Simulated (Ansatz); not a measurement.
The cell is COD entry 1539203, as deposited and not checked against the literature; nothing was relaxed. The listed cell was then made from it by scaling, straining or moving an atom.

An input for Sb: DFT, LDA, all-electron LAPW, scalar-relativistic (Ansatz 0.2.0).

Command: `ansatz run input.yaml --threads 1 --pin off --max-ram 3072MiB --backend cpu --events-out ev --progress --plain --runs-dir out` The run took 15 s on 1 thread of Arm Neoverse V2, with other jobs on the host, peak memory 0.36 GiB.

```yaml
crystal:
  lattice:
    - [3.3016201759, 0.0, 0.0]
    - [-1.650810088, 2.859286946, 0.0]
    - [0.0, 0.0, 5.33]
  atoms:
    - { symbol: Sb, position: [0.3333333333, 0.6666666667, 0.25] }
    - { symbol: Sb, position: [0.6666666667, 0.3333333333, 0.75] }
kpoints:
  mp_grid: { grid: [12, 12, 7] }
  band_path:
    path:
      - [0.0, 0.0, 0.0]
      - [0.5, 0.0, 0.0]
      - [0.3333333333, 0.3333333333, 0.0]
      - [0.0, 0.0, 0.0]
      - [0.0, 0.0, 0.5]
      - [0.5, 0.0, 0.5]
      - [0.3333333333, 0.3333333333, 0.5]
      - [0.0, 0.0, 0.5]
      - [0.5, 0.0, 0.5]
    npoints: 5
scf:
  occupations: { method: fermi_dirac, width: 0.03 }
hamiltonian:
  xc: lda
  pseudopotentials: { kind: all_electron, lapw: { basis_error: 0.0005 } }
output:
  forces: true
  stress: true
  eigenvalues: true
```

The results part of the log:

```
SCF 1 converged in 7 iterations: F = -352438.878202 eV  dr2 = 1.67e-8
NSCF: frozen V_eff on 41 k-points
SCF converged after 7 iterations
Free energy (F): -352438.878202 eV
Harris-Foulkes:  -352438.878202 eV  (|F-HF|=9.31e-10)
Internal energy: -352438.873648 eV  (E = F + TS)
E sigma→0 (E₀):  -352438.875925 eV
Entropy (-TS):   -0.004554 eV (-2.277 meV/atom)
Fermi energy:    15.654958 eV
--- Per-component energies (eV) ---
  E_band       = -1660.048244
  E_kinetic    = 371333.190217
  E_xc         = -8987.660006
  E_electrostatic = -714784.403859  (all electrons and nuclei)
  E_smearing   = -0.004554  (= −TS)
  E_closure    = 0.000000  (closes the sum)
  E_atoms      = -352429.757022  (free atoms, spherical and without spin; not in F)
  Σ components = -352438.878202   (vs F -352438.878202, Δ=0.00e0)
  Basis errors (estimates in eV, not in F): energy 1.1e-4 per atom: plane waves 1.0e-4 (5.2e-5 summed), levels above the bands 4.9e-104, relativity 9.5e-10, radial functions 2.6e-6, core shells 6.3e-11; eigenvalues (radial functions only) 4.5e-6; not estimated: angular momenta, meshes, grids; target (lapw.basis_error) 5.0e-4; muffin-tin radii Sb 1.638 Å
--- Forces (eV/Å), atoms counted from 1 ---
  atom   1  Sb    -0.00000000    -0.00000000     0.00000000
  atom   2  Sb     0.00000000     0.00000000    -0.00000000
  max |Σ_I F_I| component: 1.16e-18 eV/Å
--- Stress (GPa, compression-positive) ---
        1.879903      -0.000000      -0.000000
       -0.000000       1.879903      -0.000000
       -0.000000      -0.000000       0.828219
  P = ⅓ Tr σ = 1.5293 GPa (15.293 kbar)
--- Band table (eV; the first three rows and the last of 76) ---
  k-point 0: bands = ["-128.3381", "-128.3380", "-81.4710", "-81.4688", "-81.4613", "-81.4613", "-81.4609", "-81.4609", "-13.5569", "-13.5489", "-13.5379", "-13.5379", "-13.5320", "-13.5320", "-13.5274", "-13.5274", "-13.4599", "-13.4599", "2.1346", "6.3615", "9.4407", "19.3325", "19.3325", "21.1343", "21.1343", "21.6449", "23.7329", "24.8350"]
  k-point 1: bands = ["-128.3381", "-128.3380", "-81.4709", "-81.4689", "-81.4613", "-81.4613", "-81.4609", "-81.4609", "-13.5564", "-13.5492", "-13.5431", "-13.5431", "-13.5338", "-13.5338", "-13.5185", "-13.5185", "-13.4617", "-13.4617", "2.2440", "5.7895", "10.2321", "19.4162", "19.4162", "20.5522", "21.0526", "21.0526", "23.8070", "25.0179"]
  k-point 2: bands = ["-128.3381", "-128.3380", "-81.4706", "-81.4692", "-81.4612", "-81.4612", "-81.4610", "-81.4610", "-13.5550", "-13.5500", "-13.5473", "-13.5473", "-13.5383", "-13.5383", "-13.5042", "-13.5042", "-13.4674", "-13.4674", "2.5717", "4.7921", "11.8831", "18.4003", "19.6564", "19.6564", "20.8078", "20.8078", "24.0304", "25.3139"]
  k-point 75: bands = ["-128.3380", "-128.3380", "-81.4698", "-81.4698", "-81.4623", "-81.4621", "-81.4621", "-81.4621", "-13.5600", "-13.5600", "-13.5348", "-13.5076", "-13.4917", "-13.4914", "-13.4914", "-13.4876", "-13.4588", "-13.4588", "7.6307", "7.6307", "11.1308", "11.1308", "11.8398", "12.5585", "18.7132", "18.7132", "22.9765", "23.9682"]
```
